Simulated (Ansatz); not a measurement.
LiBr (rock salt, Fm-3m), a = b = c = 5.511 Å, α = β = γ = 90.00°; the cell used has 2 atoms.

Relaxed with PBE.

Q: Tabulate the valence density and the electron localisation function along the shortest Li–Br contact (2.76 Å), PBE in the plane-wave PAW code Ansatz.

A: 

```csv
distance from Li (Å),density (e/Å³),ELF
0.28,5.12,1.00
0.41,2.20,0.94
0.55,0.58,0.43
0.69,0.12,0.03
0.83,0.07,0.01
0.96,0.07,0.04
1.10,0.09,0.28
1.24,0.13,0.61
1.38,0.19,0.76
1.52,0.30,0.82
1.65,0.46,0.86
1.79,0.69,0.89
1.93,0.96,0.89
2.07,1.17,0.81
2.20,1.14,0.55
2.34,0.85,0.15
2.48,0.45,0.01
```

The density is the valence pseudo-density with augmentation charge, so density and ELF within about 1 Å of a nucleus are not all-electron values.

Symmetry was held in the PBE relaxation; phonons on a q-mesh show no instability.

Potentials: the later of the program's two PAW sets.
